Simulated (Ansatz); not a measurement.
**Question.** In (body-centred tetragonal, I4/mmm) is relaxed with DFT-PBE+D3(BJ) in the program Ansatz with PAW potentials. What lattice parameters of the conventional cell result?

**Answer.** a = 3.219 Å, c = 5.021 Å.

The cell was relaxed with PBE+D3(BJ) under the symmetry of its start. The pairwise dispersion correction was not fitted to metals. Axis ratios of metals converge slowly with the k-mesh, so a and c are less sure than the volume.

Potentials: the later of the program's two PAW sets.
